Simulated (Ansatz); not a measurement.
A geometry of ScAl₃ away from equilibrium: step 2 of the relaxation of a relaxed ScAl3 cell shaken by Gaussian noise of σ = 0.08 Å a coordinate. All values below come from PBEsol (plane waves to 420 eV, PAW, scalar-relativistic; Ansatz, an electronic-structure program). Γ-centred k-mesh 6×8×8 on the run's cell (coarser than for final values), Fermi–Dirac smearing 0.05 eV.

```xyz
8
Lattice="-2.2058 4.2022 4.2978 2.2139 -4.1363 4.2379 2.1688 4.1169 -4.2338" Properties=species:S:1:pos:R:3 pbc="T T T"
Al     2.1550     3.4109    -1.3963
Al     2.1287    -0.8584     1.5225
Al     0.0816     0.7108     5.7356
Al     0.0360     4.9204     2.8873
Al     0.0338     4.0294     0.1230
Al    -0.0152    -0.1051    -0.0290
Sc     2.2583     1.9609     1.0356
Sc     0.0730     2.1472     3.3765
```

Task: Give the Cartesian forces on all atoms (eV/Å).

Result: 
```tsv
atom	Fx	Fy	Fz
Al1	-0.19	0.30	0.27
Al2	0.25	-0.06	-0.02
Al3	-0.11	-0.42	-0.01
Al4	-0.02	0.37	-0.20
Al5	-0.05	0.04	-0.03
Al6	0.33	0.01	0.16
Sc7	-0.08	-0.27	0.21
Sc8	-0.13	0.04	-0.39
```

Task: What is the pressure?

Result: +1.1 GPa, compression positive.

Task: How far above the relaxed end point is this geometry?

Result: 0.44 eV/atom; the path ends in C2/m (No. 12).

No spin polarisation in the result.

The end of the path is a generated cell of ScAl3: the first start was made by a random draw of sites in a space group, and the end was not matched to a known phase here, so it may be hypothetical.
